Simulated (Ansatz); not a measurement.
Relaxed-ion elastic tensor of InMo$_{2}$N in space group P6_3/mmc (No. 194; In on 2d, Mo on 4f, N on 2a) in GPa (Voigt order), PBEsol (plane waves, PAW; program Ansatz); density 9.19 g/cm³, 14.49 Å³ per atom.

```json
[
 {"": "1", "1": "162", "2": "202", "3": "141", "4": "0.0", "5": "0.0", "6": "0.0"},
 {"": "2", "1": "202", "2": "162", "3": "141", "4": "0.0", "5": "0.0", "6": "0.0"},
 {"": "3", "1": "141", "2": "141", "3": "292", "4": "0.0", "5": "0.0", "6": "0.0"},
 {"": "4", "1": "0.0", "2": "0.0", "3": "0.0", "4": "76.8", "5": "0.0", "6": "0.0"},
 {"": "5", "1": "0.0", "2": "0.0", "3": "0.0", "4": "0.0", "5": "76.8", "6": "0.0"},
 {"": "6", "1": "0.0", "2": "0.0", "3": "0.0", "4": "0.0", "5": "0.0", "6": "-20.1"}
]
```

Q: Is the crystal mechanically stable?

A: No: the smallest eigenvalue of C is -40.1 GPa.

The start of the workflow was typed in or built on a structure type; neither database checked (COD, Materials Project) lists it. Its standing as an ambient phase is unchecked. The PBEsol relaxation kept the symmetry of its start. At this level the phase is mechanically unstable. The workflow began spin-polarised and lost its moments. As this level gives no gap, shear constants depend on the k-mesh and smearing (Fermi–Dirac, 0.1 eV here).

Potentials: the earlier of the program's two PAW sets. The files were generated under PBE; for other functionals the program regenerates the frozen cores, and for LDA and PBEsol the local potential too.
